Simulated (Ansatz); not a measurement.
Task: Each is relaxed and computed with the program Ansatz at the LDA level (PAW). Which is the only one with a gap?
A) YAs, rock salt
B) BaTe, rock salt
C) LuSb, rock salt
D) YSb, rock salt

Result: B, BaTe, rock salt. BaTe: gap 1.36 eV (indirect); YSb: metal; LuSb: metal; YAs: metal. Standing as an ambient phase not checked: YSb, rock salt; LuSb, rock salt; YAs, rock salt. All cells were relaxed under the symmetry of their starts (and spin orders); stability against distortions was not tested throughout. Rows with no word on spin ran without spin polarisation. Spin–orbit coupling is left out wherever it is not named.

Potentials: the later of the program's two PAW sets.
